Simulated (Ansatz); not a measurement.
## Notes on MnGaP

```
Ga P Mn
1.0
     3.81260    0.00000    0.00000
     0.00000    3.81260    0.00000
     0.00000    0.00000    6.85731
Ga P Mn
2 2 2
Direct
  0.00000 0.50000 0.64400
  0.50000 0.00000 0.35600
  0.00000 0.50000 0.18200
  0.50000 0.00000 0.81800
  0.00000 0.00000 0.00000
  0.50000 0.50000 0.00000
```

The numbers come from plane-wave PAW DFT (Ansatz): PBE, no spin polarisation, 420 eV, 9×9×5 Γ-centred k points, fermi-dirac occupations (width 0.1 eV). Nothing was relaxed.

**Forces.** The largest is on P3 (and as large on other atoms): 0.89 eV/Å, components (0.00, 0.00, -0.89). It makes 57° with the line to a nearest neighbour, Mn5 at 2.28 Å.
**Stress.** The pressure is -3.3 GPa (compression positive), so with the atoms held at these fractions the cell would first shrink; the forces are large, so a full relaxation may end otherwise. The principal stresses -4.7, -2.7, -2.7 GPa differ, so its shape would change too.
**Charges.** Bader charges in e: Mn +0.47, Ga +0.39, P -0.86. In the mean Mn gives up most and P takes most.
**At the Fermi level.** It is a metal, with about 8.5 states/eV a cell as the mean within 0.25 eV of the Fermi level, mostly Mn d (79 %).

Origin: a known structure type with other elements, at an estimated volume, so it need not be a known compound. Caveats: no spin polarisation, so a magnetic state may lie lower.
